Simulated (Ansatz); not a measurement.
Ansatz (a program for electronic structure) input:

Ansatz 0.2 input:
```yaml
crystal:
  lattice:
    - [0.0, 2.8009629634, 2.8009629634]
    - [2.8009629634, 0.0, 2.8009629634]
    - [2.8009629634, 2.8009629634, 0.0]
  atoms:
    - { symbol: Na, position: [0.0, 0.0, 0.0] }
    - { symbol: Cl, position: [0.5, 0.5, 0.5] }
kpoints:
  mp_grid: { grid: [6, 6, 6] }
hamiltonian:
  xc: hse06
  pseudopotentials: { azcp: { folder: ./paw }, kind: paw }
scf:
  n_extra_bands: 6
  occupations: { method: fixed }
output:
  eigenvalues: true
  eigenstates:
    e_range: [-9.0, 15.5]
    kpoints:
      - [0.0, 0.0, 0.0]  # VBM
      - [0.0, 0.0, 0.0]  # CBM
      - [0.0, 0.0, 0.0]  # GAMMA
      - [0.5, 0.0, 0.5]  # X
      - [0.5, 0.5, 0.5]  # L
      - [0.5, 0.25, 0.75]  # W
      - [0.375, 0.375, 0.75]  # K
      - [0.625, 0.25, 0.625]  # U
```

Output (shortened):

```
Pseudopotentials: kind: paw
Pseudopotential: Na, paw, valence charge 9
Pseudopotential: Cl, paw, valence charge 7
Functional definition: HSE06
davidson cushion auto → on  (no smearing: the cushion is to keep the highest requested band from converging to the state above it …
Crystal: 2 atoms, lattice volume = 43.949 Å³
Basis set: ecut = 420 eV, 869 PW (Γ)
Bands: 14, of which v1, the nominal top of the filled ones, is band 8 counted from 1 (7 counted from 0)
Symmetry: 48 space group operations
Space group: Fm-3m (ITA 225), of the structure as read, at distance tolerance 3.5e-5 Å
k-points: 16 of 216
PAW frozen core: Na, regenerated for the run's functional, and the local potential with it
PAW frozen core: Cl, regenerated for the run's functional, and the local potential with it
Initial density: superposition of atomic densities (chi_scale 0.1, normalization cell, long waves kept (reshape's long-wave potential 0.00 eV rms))
Initial wavefunctions: pseudopotential atomic-orbital guess
Eigensolver: davidson
Functional: x = pbe(κ = 0.804, μ = 0.2195149727645171), c = pbe(β = 0.06672455060314922), warm-up for x = pbe(κ = 0.804, μ = 0.2195149727645171) + 0.25 (exact …
SCF iter   1: F=—  HF=-2570.494775 eV  |F-HF|=—  |Δ(HF+E_count)|=         —  Δρ=7.50e-2  dr2=1.95e0  ethr=1.00e-1  ⟨swp⟩=6.2  Hψ=846  notcnv=0
preconditioner: auto → none
iter 2 solved again at ethr=7.00e-4 eV; its pass at ethr=1.22e-2 eV (dr2=1.12e-1 eV) is discarded
SCF iter   2: F=—  HF=-2569.569006 eV  |F-HF|=—  |Δ(HF+E_count)|=   9.26e-1  Δρ=1.48e-2  dr2=1.12e-1  ethr=7.00e-4  ⟨swp⟩=2.1  Hψ=1176  notcnv=0
SCF iter   3: F=—  HF=-2569.544778 eV  |F-HF|=—  |Δ(HF+E_count)|=   2.42e-2  Δρ=5.69e-3  dr2=1.27e-2  ethr=7.00e-4  ⟨swp⟩=2.0  Hψ=512  notcnv=0
SCF iter   4: F=-2569.545490 eV  HF=-2569.545584 eV  |F-HF|=9.43e-5  |Δ(HF+E_count)|=   8.06e-4  Δρ=1.26e-3  dr2=1.03e-3  ethr=7.97e-5  ⟨swp⟩=3.4  Hψ=638  notcnv=0
SCF 1 stopped early in 4 iterations: F = -2569.545490 eV  dr2 = 1.03e-3
Crystal: 2 atoms, lattice volume = 43.949 Å³
Initial density: handed on by an earlier stage of this run
Initial wavefunctions: those handed on with the density
Functional: x = pbe(κ = 0.804, μ = 0.2195149727645171) + 0.25 (exact − pbe) at short range (hse, ω = 0.20786987370883472 Å⁻¹), c = pbe(β = 0.06672455060314922); HSE06 as pw.x's `hse` composes it (authors' and Libxc's form: `xc: wpbeh`)
Exchange kernel: α = 0.2500, screened, ω = 0.2079 Å⁻¹, Wigner–Seitz truncation, v(0) = 1046.5885 eV·Å³, q-mesh 6×6×6, nearest image of the exchange supercell L …
Frozen-core exchange: fock
SCF iter   1: F=—  HF=-2570.499399 eV  |F-HF|=—  |Δ(HF+E_count)|=         —  Δρ=5.64e-3  dr2=9.59e-3  ethr=6.43e-5  ⟨swp⟩=5.0  Hψ=889  notcnv=0
preconditioner: auto → none
SCF iter   2: F=—  HF=-2570.496569 eV  |F-HF|=—  |Δ(HF+E_count)|=   2.83e-3  Δρ=1.52e-3  dr2=7.86e-4  ethr=5.45e-5  ⟨swp⟩=3.0  Hψ=559  notcnv=0
SCF iter   3: F=—  HF=-2570.497984 eV  |F-HF|=—  |Δ(HF+E_count)|=   1.42e-3  Δρ=4.87e-4  dr2=7.64e-5  ethr=3.88e-6  ⟨swp⟩=3.1  Hψ=580  notcnv=0  defer=1
SCF iter   4: F=—  HF=-2570.497973 eV  |F-HF|=—  |Δ(HF+E_count)|=   1.11e-5  Δρ=6.73e-5  dr2=2.70e-6  ethr=4.23e-7  ⟨swp⟩=3.0  Hψ=560  notcnv=0
SCF iter   5: F=-2570.497973 eV  HF=-2570.497973 eV  |F-HF|=5.00e-9  |Δ(HF+E_count)|=   5.37e-7  Δρ=6.35e-6  dr2=7.45e-7  ethr=1.22e-8  ⟨swp⟩=3.1  Hψ=699  notcnv=0
SCF 2 stopped early in 5 iterations: F = -2570.497973 eV  dr2 = 7.45e-7
hybrid outer 1: dexx = +1.790e-3 eV, tail = 1.35e-5 eV
Crystal: 2 atoms, lattice volume = 43.949 Å³
Exchange kernel: α = 0.2500, screened, ω = 0.2079 Å⁻¹, Wigner–Seitz truncation, v(0) = 1046.5885 eV·Å³, q-mesh 6×6×6, nearest image of the exchange supercell L …
Frozen-core exchange: fock
SCF iter   1: F=—  HF=-2570.497927 eV  |F-HF|=—  |Δ(HF+E_count)|=         —  Δρ=5.37e-5  dr2=6.25e-7  ethr=4.21e-7  ⟨swp⟩=2.4  Hψ=519  notcnv=0
preconditioner: auto → none
iter 2 solved again at ethr=2.43e-11 eV; its pass at ethr=3.42e-9 eV (dr2=3.88e-9 eV) is discarded
SCF iter   2: F=-2570.497927 eV  HF=-2570.497927 eV  |F-HF|=2.42e-9  |Δ(HF+E_count)|=   2.35e-7  Δρ=5.79e-6  dr2=1.09e-8  ethr=2.43e-11  ⟨swp⟩=3.0  Hψ=1286  notcnv=0
SCF 3 converged in 2 iterations: F = -2570.497927 eV  dr2 = 1.09e-8
hybrid outer 2: dexx = +6.528e-8 eV, tail = 2.87e-8 eV, Δε = 2.69e-3 eV (about 2.43e-4 eV left of the loop's levels)
NSCF: frozen V_eff on 8 k-points
hybrid SCF converged: 2 outer / 7 inner (+4 warm-up), last move |dexx| = 6.53e-8 eV, tail = 2.87e-8 eV
Stability not checked (fock_operator)
Free energy (F): -2570.497927 eV
Frozen-core exchange: fock
Harris-Foulkes:  -2570.497927 eV  (|F-HF|=2.42e-9)
Internal energy: -2570.497927 eV  (E = F + TS)
E sigma→0 (E₀):  -2570.497927 eV
Fermi energy:    0.208035 eV
--- Per-component energies (eV) ---
  E_band       = -271.064686
  E_kinetic    = 267.887473
  E_local      = -1670.976255  (includes V_loc(G=0)·N_el)
  E_nonlocal   = 309.751503
  E_hartree    = 564.603482
  E_xc         = -117.127633
  E_vxc        = -132.292064  (∫ρ·V_xc dr)
  E_exx        = -58.447494  (= α·E_x^exact, valence–valence)
  E_paw        = -923.527748  (= ΣΔE_a)
  E_vpaw       = -57.746225  (= ΣTr[D̂ρ^β])
  E_aug_tail   = 0.000122  (compensation charges beyond the density's cutoff)
  E_ewald      = -942.516315
  E_core_change = -0.145062  (= ΣΔE_core)
  E_smearing   =  0.000000  (= −TS)
  E_closure    = 0.000000  (closes the sum)
  Σ components = -2570.497927   (vs F -2570.497927, Δ=-4.55e-13)
  [band-id]    e_kinetic+e_local+e_nonlocal+2·e_hartree+e_vxc+2·e_exx+e_vpaw+e_augmentation_tail = -271.063471   (vs E_band -271.064686, Δ=1.21e-3)
--- Band table (eV; the first three rows and the last of 16) ---
  k-point 0: bands = ["-52.4081", "-22.5740", "-22.5740", "-22.5740", "-13.6882", "0.2080", "0.2080", "0.2080", "6.7729", "12.7833", "12.7833", "12.7833", "15.0547", "15.0547"]
  k-point 1: bands = ["-52.4079", "-22.5818", "-22.5744", "-22.5744", "-13.5967", "-0.4299", "0.1305", "0.1305", "7.6117", "11.9783", "13.0910", "13.0910", "14.7463", "14.7463"]
  k-point 2: bands = ["-52.4075", "-22.5972", "-22.5753", "-22.5753", "-13.4054", "-1.4559", "-0.0178", "-0.0178", "8.7076", "11.8966", "12.9369", "12.9369", "15.8638", "15.8638"]
  k-point 15: bands = ["-52.4069", "-22.5917", "-22.5855", "-22.5839", "-13.2338", "-1.3789", "-0.8000", "-0.5770", "10.1617", "10.4816", "12.3022", "13.9663", "17.2715", "18.2144"]
  band table: 14 of 14 bands, residual norms ≤ 1.0e-3 eV
```

Cost: very roughly 90 core-seconds on shared cores.

The points marked VBM and CBM come from a semilocal run.

The cell was relaxed with PBEsol under the symmetry of its start.

Potentials: the earlier of the program's two PAW sets. The files were generated under PBE; for other functionals the program regenerates the frozen cores, and for LDA and PBEsol the local potential too.

Ansatz is a plane-wave DFT program.
